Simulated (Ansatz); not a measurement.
LaAl: what a change of scf.convergence.dr2_threshold, scf.max_iter does

Computed with the plane-wave PAW code Ansatz (scalar-relativistic, PAW set soft_2): PBEsol, no spin polarisation, 420 eV cutoff, k-mesh 3×3×3. These are the settings of the reference run.

Cell:

```
cell
1.0
     0.0000    7.6809   -5.6494
     0.0000   -7.6809   -5.6494
    -9.3827    0.0000    5.6494
Al La
16 16
Direct
  0.9717 0.2783 0.0000
  0.4717 0.7783 0.0000
  0.9717 0.7783 0.5000
  0.4717 0.2783 0.5000
  0.0283 0.7217 0.0000
  0.5283 0.2217 0.0000
  0.0283 0.2217 0.5000
  0.5283 0.7217 0.5000
  0.2500 0.7500 0.5000
  0.7500 0.2500 0.5000
  0.2500 0.2500 0.0000
  0.7500 0.7500 0.0000
  0.0000 0.5000 0.5000
  0.5000 0.0000 0.5000
  0.0000 0.0000 0.0000
  0.5000 0.5000 0.0000
  0.8813 0.5475 0.1788
  0.3813 0.0475 0.1788
  0.8813 0.0475 0.6788
  0.3813 0.5475 0.6788
  0.1187 0.4525 0.8212
  0.6187 0.9525 0.8212
  0.1187 0.9525 0.3212
  0.6187 0.4525 0.3212
  0.7025 0.3687 0.8212
  0.2025 0.8687 0.8212
  0.7025 0.8687 0.3212
  0.2025 0.3687 0.3212
  0.2975 0.6313 0.1788
  0.7975 0.1313 0.1788
  0.2975 0.1313 0.6788
  0.7975 0.6313 0.6788
```

The reference run of this cell is solved again as a single point with these keys changed:

| key | reference run | changed run |
| --- | --- | --- |
| scf.convergence.dr2_threshold | not typed | 0.0 |
| scf.max_iter | not typed | 75 |

Problem. How does the changed run end?

Solution. It is refused before the calculation starts. Message: Error: invalid value for `scf.convergence.dr2_threshold`: must be finite and > 0; got 0 eV
